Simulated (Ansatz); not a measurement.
Input:

YSi:
```
YSi
1.0
    2.10127    -5.18448     0.00000
    2.10127     5.18448     0.00000
    0.00000     0.00000     3.77954
Y Si
2 2
Direct
  0.14034   0.85966   0.75000
  0.85966   0.14034   0.25000
  0.42356   0.57644   0.75000
  0.57644   0.42356   0.25000
```

This is the LDA-relaxed structure.

Problem. All from LDA in the plane-wave PAW code Ansatz, unless another level is named. Give the highest zone-centre frequency.

Solution. 10.60 THz.

Problem. Give the Hill bulk and shear moduli.

Solution. 101 and 70.8 GPa.

Space group Cmcm. The workflow started from a Materials Project entry (that database holds measured and hypothetical structures alike); the Crystallography Open Database copy checked does not list it. Its standing as an ambient phase is unchecked. The LDA relaxation kept the symmetry of its start; its stability against distortions is not shown here. No spin polarisation was allowed. As this level gives no gap, shear constants depend on the k-mesh and smearing (Fermi–Dirac, 0.1 eV here). As this level gives no gap, phonon frequencies hold no LO–TO term and depend on the k-mesh and smearing (Fermi–Dirac, 0.1 eV here).

Potentials: the later of the program's two PAW sets.
